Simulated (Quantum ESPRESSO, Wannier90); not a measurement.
Wannier functions of CsCaH$_{3}$ (cubic perovskite)

```
begin unit_cell_cart
ang
    4.6211900000    0.0000000000    0.0000000000
    0.0000000000    4.6211900000    0.0000000000
    0.0000000000    0.0000000000    4.6211900000
end unit_cell_cart
begin atoms_frac
Cs   0.0000000000  0.0000000000  0.0000000000
Ca   0.5000000000  0.5000000000  0.5000000000
H    0.5000000000  0.0000000000  0.5000000000
H    0.0000000000  0.5000000000  0.5000000000
H    0.5000000000  0.5000000000  0.0000000000
end atoms_frac
```

Structure: Materials Project mp-644203, symmetrised, not relaxed again. Not found in the COD (Crystallography Open Database) copy used; not checked further. Computed values, not measurements, from PBEsol: Quantum ESPRESSO (norm-conserving PseudoDojo potentials, cutoff 58 Ry, no spin polarisation, no spin-orbit coupling) on a Γ-centred 8×8×8 mesh, then Wannier90. Density: 8×8×8 mesh, cold smearing 0.01 Ry. Spin-orbit coupling is left out although heavy elements are present.

Bands 9-11 form an isolated set from -2.75 to 0.00 eV relative to the valence-band maximum (on the path) and are turned into 3 Wannier functions by minimising the spread from the start: atomic waves H 1s.

Where do the functions sit, how wide are they and what are they made of?


| functions | spread (Å²) | nearest atom, distance (Å) | second atom, distance (Å) | weight on atomic waves |
|---|---|---|---|---|
| 3 | 2.17 | H 0.00 | Ca 2.31 | H 1s 78 %, Ca 4s 7 %, Cs 6s 5 % |

Ω_I = 6.49 Å², Ω_total = 6.51 Å²; the interpolated bands follow pw.x to 0.0 meV rms on the path. It is the lowest total spread that any start reached here.
